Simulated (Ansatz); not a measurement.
Data sheet: CuPt (DFT)

CuPt:
```cif
data_CuPt
_chemical_formula_sum 'Cu1 Pt1'
_space_group_name_H-M_alt 'P 1'
_space_group_IT_number 1
_cell_length_a 4.54548
_cell_length_b 4.54548
_cell_length_c 4.54548
_cell_angle_alpha 34.737
_cell_angle_beta 34.737
_cell_angle_gamma 34.737
loop_
_space_group_symop_operation_xyz
  'x, y, z'
loop_
_atom_site_label
_atom_site_type_symbol
_atom_site_fract_x
_atom_site_fract_y
_atom_site_fract_z
_atom_site_occupancy
Cu1 Cu 0.00000 0.00000 0.00000 1
Pt1 Pt 0.50000 0.50000 0.50000 1
```

Space group R-3m (No. 166); conventional cell a = b = 2.714 Å, c = 12.801 Å, α = β = 90.00°, γ = 120.00°.

Method: r²SCAN in the plane-wave PAW code Ansatz. The cell and atoms are relaxed at this level. Other levels are named where they apply.

### Cell and energy

```json
{
  "volume_per_atom": "13.61 Å³",
  "density": "15.78 g/cm³",
  "Formation energy from the elements (no fitted shifts)": "-0.19 eV/atom"
}
```

### Electronic structure

```json
{
 "electronic_character": "metallic (no gap)",
 "Density of states at the Fermi level": "0.37 states/eV per atom (mean over ±0.08 eV)"
}
```

The first step of the workflow began from a Materials Project structure, measured or hypothetical; the Crystallography Open Database copy checked does not list it. With Cu and Pt taken as one species the cell has the higher symmetry Fm-3m, so it may be an ordered model of a mixed-site phase. Whether it is the stable phase at ambient conditions was not checked. The r²SCAN relaxation kept the symmetry of its start; its stability against distortions is not shown here. No spin polarisation was allowed. Axis ratios of metals converge slowly with the k-mesh, so a and c are less sure than the volume. The references are the lowest solids computed at this level, not always the standard phases. Scalar-relativistic: spin–orbit coupling is off unless named, which matters more the heavier the elements.

Potentials: the later of the program's two PAW sets.
